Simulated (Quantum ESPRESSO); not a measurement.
Inputs of pw.x and gipaw.x (a modified build of Quantum ESPRESSO, PBE) for Li2S; the starting potential comes from an earlier run on another mesh:

```
&CONTROL
  calculation = 'scf'
  prefix = 'x'
  pseudo_dir = './pseudo'
  outdir = './out'
  tprnfor = .true.
/
&SYSTEM
  ibrav = 0
  nat = 3
  ntyp = 2
  ecutwfc = 40
  ecutrho = 160
  occupations = 'fixed'
  nbnd = 6
/
&ELECTRONS
  conv_thr = 1e-11
  startingpot = 'file'
/
ATOMIC_SPECIES
Li 6.940 Li.GGA_PBE-JTH.UPF
S 32.060 S.GGA_PBE-JTH.UPF
CELL_PARAMETERS angstrom
    0.000000000000     2.820994150000     2.863521700000
    2.820994150000     0.000000000000     2.863521700000
    2.820994150000     2.820994150000     0.000000000000
ATOMIC_POSITIONS crystal
Li     0.750000000000     0.750000000000     0.750000000000
Li     0.250000000000     0.250000000000     0.250000000000
S      0.000000000000    -0.000000000000     0.000000000000
K_POINTS automatic
6 6 6 1 1 1
```

```
&INPUTGIPAW
  job = 'nmr'
  prefix = 'x'
  tmp_dir = './out/'
  restart_mode = 'from_scratch'
  pawproj(1) = .true.
  pawproj(2) = .true.
  use_nmr_macroscopic_shape = .false.
/
```

The cell was made here from a computed Materials Project entry: strained by +1 % along the cube axis and by -0.5 % across it, atoms relaxed (PBE without dispersion, pw.x of Quantum ESPRESSO, symmetry kept). The parent is Li2S in Fm-3m; whether this form has been observed was not checked. Stability against distortions was not tested.

Predict the shielding tensors that the run ends with.


```
     f-sum rule (should be   -10.6233):
           -10.6243          0.0000         -0.0000
             0.0000        -10.6243         -0.0000
             0.0000         -0.0000        -10.6243

     Total NMR chemical shifts in ppm: ---------------------------------------
     (adopting the Simpson convention for anisotropy and asymmetry)-----------

     Atom  1  Li  pos: (  1.052696  1.052696  1.068565)  Total sigma:          77.43
            77.3785          0.0000          0.0000
             0.0000         77.3785         -0.0000
             0.0000         -0.0000         77.5344

     Li      1    anisotropy:      0.16    eta:    0.0000
     Li      1    sigma_11=     77.38
     Li      1    sigma_22=     77.38
     Li      1    sigma_33=     77.53

     Atom  2  Li  pos: (  0.350899  0.350899  0.356188)  Total sigma:          77.43
            77.3785          0.0000         -0.0000
             0.0000         77.3785         -0.0000
            -0.0000          0.0000         77.5344

     Li      2    anisotropy:      0.16    eta:    0.0000
     Li      2    sigma_11=     77.38
     Li      2    sigma_22=     77.38
     Li      2    sigma_33=     77.53

     Atom  3  S   pos: (  0.000000  0.000000  0.000000)  Total sigma:         800.74
           805.9444          0.0000          0.0000
            -0.0000        805.9444         -0.0000
             0.0000         -0.0000        790.3202

     S       3    anisotropy:    -15.62    eta:    0.0000
     S       3    sigma_11=    805.94
     S       3    sigma_22=    805.94
     S       3    sigma_33=    790.32
```
The printed anisotropy is 3/2 (σ_33 − σ_iso) in the program's own order; the axes are left out here. Anisotropies that symmetry doesn't fix are less certain than the isotropic values. Shieldings are absolute and leave out the bulk-susceptibility term; a larger σ means a smaller chemical shift. By our sweeps, such settings leave a few ppm in absolute σ. The datasets of S hold no d projectors, which limits absolute σ on these atoms. Static lattice: thermal averaging is not included.
